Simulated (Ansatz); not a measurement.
C:
```cif
data_C3
_chemical_formula_sum 'C3'
_space_group_name_H-M_alt 'P 1'
_space_group_IT_number 1
_cell_length_a 2.59235
_cell_length_b 2.59235
_cell_length_c 2.78298
_cell_angle_alpha 90.000
_cell_angle_beta 90.000
_cell_angle_gamma 120.000
loop_
_space_group_symop_operation_xyz
  'x, y, z'
loop_
_atom_site_label
_atom_site_type_symbol
_atom_site_fract_x
_atom_site_fract_y
_atom_site_fract_z
_atom_site_occupancy
C1 C 0.50000 0.00000 0.00000 1
C2 C 0.00000 0.50000 0.66667 1
C3 C 0.50000 0.50000 0.33333 1
```

Relaxed with PBEsol.

Problem. Decompose the optical modes at the zone centre into irreducible representations, and say which are infrared and Raman allowed.

Solution. Point group 622: Γ_opt = B1 + B2 + E1 + E2. Infrared: E1. Raman: E1, E2.

Problem. Assign frequencies (DFPT, PBEsol (plane waves, PAW; program Ansatz)).

Solution. B1 879, E1 966, B2 1086, E2 1131 cm⁻¹.

Subscripts of B labels follow the axes of the standard setting.

Space group P6_222. The start of the workflow was typed in or built on a structure type; neither database checked (COD, Materials Project) lists it. It is not the phase usual at ambient conditions (space group No. 194, 227). Symmetry was held in the PBEsol relaxation; its stability against distortions is not shown here.

Potentials: the earlier of the program's two PAW sets. The files were generated under PBE; for other functionals the program regenerates the frozen cores, and for LDA and PBEsol the local potential too.
